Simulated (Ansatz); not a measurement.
SiMo2N:
```xyz
8
Lattice="2.9580 0.0000 0.0000 -1.4790 2.5617 0.0000 0.0000 0.0000 12.8770" Properties=species:S:1:pos:R:3 pbc="T T T"
Si     0.0000     1.7078     9.6577
Si     1.4790     0.8539     3.2192
Mo     0.0000     1.7078     1.2677
Mo     1.4790     0.8539     7.7062
Mo     1.4790     0.8539    11.6093
Mo     0.0000     1.7078     5.1708
N      0.0000     0.0000     0.0000
N      0.0000     0.0000     6.4385
```

Relaxed with PBEsol. Special points in fractions of this cell's reciprocal vectors: Γ (0.000, 0.000, 0.000); M (0.500, 0.000, 0.000); K (0.333, 0.333, 0.000); A (0.000, 0.000, 0.500); L (0.500, 0.000, 0.500); H (0.333, 0.333, 0.500).

Task: List the band energies nearest the Fermi level at these points for PBEsol (plane waves, PAW; program Ansatz).

Result: In eV from the Fermi level; about four levels below and three above (degenerate sets whole), none deeper than 8.9 eV; points with the same levels are listed once.

```json
[
 {"k": "Γ", "below": "-0.57 -0.57 -0.26 -0.26 -0.09", "above": "0.06 0.06 0.21"},
 {"k": "M", "below": "-3.16 -1.13 -0.84 -0.80", "above": "0.01 0.21 0.70"},
 {"k": "K", "below": "-2.73 -2.06 -0.62 -0.62", "above": "0.40 0.40 0.76 0.76"},
 {"k": "A", "below": "-0.43 -0.43 -0.43 -0.43", "above": "0.06 0.06 0.16 0.16 0.16 0.16"},
 {"k": "L", "below": "-1.00 -1.00 -0.47 -0.47", "above": "0.45 0.45 1.39 1.39"},
 {"k": "H", "below": "-2.42 -2.42 -0.64 -0.64", "above": "0.52 0.52 0.62 0.62"}
]
```

Space group P6_3/mmc. The start of the workflow was typed in or built on a structure type; neither database checked (COD, Materials Project) lists it. Its standing as an ambient phase is unchecked. The cell was relaxed with PBEsol under the symmetry of its start; its stability against distortions is not shown here. The workflow began spin-polarised and lost its moments. Spin–orbit coupling is left out wherever it is not named.

Potentials: the earlier of the program's two PAW sets. The files were generated under PBE; for other functionals the program regenerates the frozen cores, and for LDA and PBEsol the local potential too.
